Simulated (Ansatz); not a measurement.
### Question
Be (hcp (Mg type), space group No. 194) is relaxed with plane-wave PAW PBEsol (Ansatz code). What lattice parameters of the conventional cell result?

### Answer
a = 2.255 Å, c = 3.558 Å.

Space group P6_3/mmc (hcp (Mg type)). Symmetry was held in the PBEsol relaxation. Axis ratios of metals converge slowly with the k-mesh, so a and c are less sure than the volume.

Potentials: the later of the program's two PAW sets.
